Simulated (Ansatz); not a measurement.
Given:

CoPtO2:
Space group R-3m, hexagonal axes (No. 166); a = b = 2.783 Å, c = 17.561 Å, α = β = 90.00°, γ = 120.00°

| atom | site | symmetry | x | y | z |
|---|---|---|---|---|---|
| Co | 3b | -3m | 0.0000 | 0.0000 | 0.5000 |
| Pt | 3a | -3m | 0.0000 | 0.0000 | 0.0000 |
| O | 6c | 3m | 0.0000 | 0.0000 | 0.1123 |
(The calculation used a cell of 4 atoms; values per cell refer to that cell.)

This is the LDA-relaxed structure.

Problem. All from DFT-LDA in the program Ansatz with PAW potentials, unless another level is named. Predict the Debye temperature from the elastic constants.

Solution. 484 K.

Problem. Predict the highest zone-centre frequency.

Solution. 729 cm⁻¹.

The LDA relaxation kept the symmetry of its start; of distortions, only those at the zone centre were tested. The run is not spin-polarised. No Hubbard U is applied. Without spin polarisation and U, an open-shell compound can come out a false metal. As this level gives no gap, shear constants depend on the k-mesh and smearing (Fermi–Dirac, 0.1 eV here). As this level gives no gap, phonon frequencies hold no LO–TO term and depend on the k-mesh and smearing (Fermi–Dirac, 0.1 eV here). Spin–orbit coupling is left out wherever it is not named.

Potentials: the later of the program's two PAW sets.
